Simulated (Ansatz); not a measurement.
# SnS₂ as a free-standing sheet: computed properties

SnS2:
```
CELL_PARAMETERS angstrom
      3.61709     0.00000     0.00000
     -1.80855     3.13249     0.00000
      0.00000     0.00000    32.00000
ATOMIC_POSITIONS crystal
  S  0.66667 0.33333 0.54587
  Sn 0.00000 0.00000 0.50000
  S  0.33333 0.66667 0.45413
```
Free-standing layer in the xy plane with vacuum along z and no interaction between images.

Method: DFT-LDA in the program Ansatz with PAW potentials. Lattice and atoms are relaxed at this level; other levels are named.

**Structure**

```yaml
In-plane lattice: a = 3.617 Å
distance_between_the_outermost_nuclei: 2.94 Å
```

**Electronic structure**

```yaml
band_gap: 1.46 eV (indirect)
valence_band_maximum: on the Γ–M line, 27 % of the way from Γ
conduction_band_minimum: at M
Ionisation potential (Kohn–Sham): 6.88 eV
Electron affinity (Kohn–Sham): 5.43 eV
Electron effective mass, in the valley at M: 0.23 along x, 0.75 along y (mₑ)
Hole effective mass, in the valley on the Γ–M line, 27 % of the way from Γ: 0.24 along x, 2.0 along y (mₑ)
```

Space group P-3m1 (1T). A layer that has been made, often on a substrate. The LDA relaxation kept the symmetry of its start; its stability against distortions is not shown here. Scalar-relativistic: spin–orbit coupling is off unless named, which matters more the heavier the elements.

Potentials: the later of the program's two PAW sets.
